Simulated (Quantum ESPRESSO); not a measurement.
## Band energies of Ag

```
Ag
1.0
    0.00000     2.05218     2.05218
    2.05218     0.00000     2.05218
    2.05218     2.05218     0.00000
Ag
1
Direct
  0.00000   0.00000   0.00000
```

PBEsol (Quantum ESPRESSO, PseudoDojo norm-conserving, 82 Ry, no spin-orbit coupling); path ΓXWKΓLUWLK,UX; energies in eV from the Fermi level.

| k (1/Å) | point | band 6 | band 7 | band 8 | band 9 | band 10 | band 11 | band 12 | band 13 |
|---|---|---|---|---|---|---|---|---|---|
| 0.00 | Γ | -4.66 | -4.66 | -4.66 | -3.63 | -3.63 | 16.15 | 19.60 | 19.60 |
| 0.55 |  | -5.12 | -4.20 | -4.20 | -3.98 | -3.43 | 16.43 | 16.51 | 16.51 |
| 1.09 |  | -5.89 | -3.13 | -3.13 | -3.03 | -1.54 | 11.08 | 12.04 | 12.04 |
| 1.53 | X | -6.14 | -2.88 | -2.64 | -2.64 | 1.59 | 6.65 | 10.61 | 10.61 |
| 1.64 |  | -6.12 | -2.91 | -2.75 | -2.64 | 1.73 | 6.66 | 10.44 | 10.44 |
| 2.19 |  | -5.25 | -4.58 | -3.57 | -2.64 | 5.04 | 6.79 | 6.87 | 8.24 |
| 2.30 | W | -4.94 | -4.94 | -3.63 | -2.64 | 5.91 | 5.91 | 6.90 | 8.13 |
| 2.73 |  | -5.43 | -4.03 | -3.43 | -2.88 | 4.33 | 5.26 | 7.08 | 12.12 |
| 2.84 | K | -5.44 | -3.96 | -3.41 | -2.92 | 4.26 | 5.20 | 7.07 | 12.68 |
| 3.24 |  | -4.85 | -4.70 | -3.92 | -3.43 | 0.73 | 7.87 | 8.40 | 16.24 |
| 3.75 |  | -5.03 | -4.41 | -4.15 | -3.99 | -2.87 | 12.64 | 13.01 | 19.19 |
| 4.26 |  | -4.71 | -4.61 | -4.60 | -3.68 | -3.62 | 16.15 | 18.29 | 19.18 |
| 4.46 | Γ | -4.66 | -4.66 | -4.66 | -3.63 | -3.63 | 16.15 | 19.60 | 19.60 |
| 4.77 |  | -4.74 | -4.56 | -4.56 | -3.66 | -3.66 | 15.75 | 17.31 | 19.69 |
| 5.38 |  | -4.56 | -4.56 | -3.17 | -3.17 | -3.02 | 7.42 | 15.97 | 18.67 |
| 5.79 | L | -4.68 | -4.68 | -2.85 | -2.85 | -0.39 | 3.55 | 15.35 | 17.79 |
| 5.89 |  | -4.70 | -4.65 | -2.96 | -2.85 | -0.23 | 3.56 | 15.31 | 17.42 |
| 6.41 |  | -5.06 | -4.30 | -3.92 | -2.95 | 2.88 | 4.04 | 10.06 | 14.40 |
| 6.72 | U | -5.44 | -3.96 | -3.41 | -2.92 | 4.26 | 5.20 | 7.07 | 12.68 |
| 6.94 |  | -5.40 | -4.21 | -3.48 | -2.80 | 4.54 | 5.44 | 7.11 | 10.95 |
| 7.27 | W | -4.94 | -4.94 | -3.63 | -2.64 | 5.91 | 5.91 | 6.90 | 8.13 |
| 7.46 |  | -5.05 | -4.85 | -3.64 | -2.75 | 4.91 | 5.01 | 8.30 | 9.23 |
| 7.95 |  | -4.93 | -4.34 | -3.82 | -2.90 | 1.26 | 3.70 | 13.88 | 14.19 |
| 8.35 | L | -4.68 | -4.68 | -2.85 | -2.85 | -0.39 | 3.55 | 15.35 | 17.79 |
| 8.44 |  | -4.69 | -4.66 | -2.94 | -2.85 | -0.26 | 3.56 | 15.32 | 17.48 |
| 8.91 |  | -5.02 | -4.23 | -4.04 | -2.94 | 2.42 | 3.92 | 10.90 | 14.82 |
| 9.29 | K | -5.44 | -3.96 | -3.41 | -2.92 | 4.26 | 5.20 | 7.07 | 12.68 |
| 9.29 | U | -5.44 | -3.96 | -3.41 | -2.92 | 4.26 | 5.20 | 7.07 | 12.68 |
| 9.83 | X | -6.14 | -2.88 | -2.64 | -2.64 | 1.59 | 6.65 | 10.61 | 10.61 |

A metal at this level: along this path band 10 crosses the Fermi level.

Spin-orbit splittings are left out.

Geometry of the Materials Project entry, not relaxed at this level.
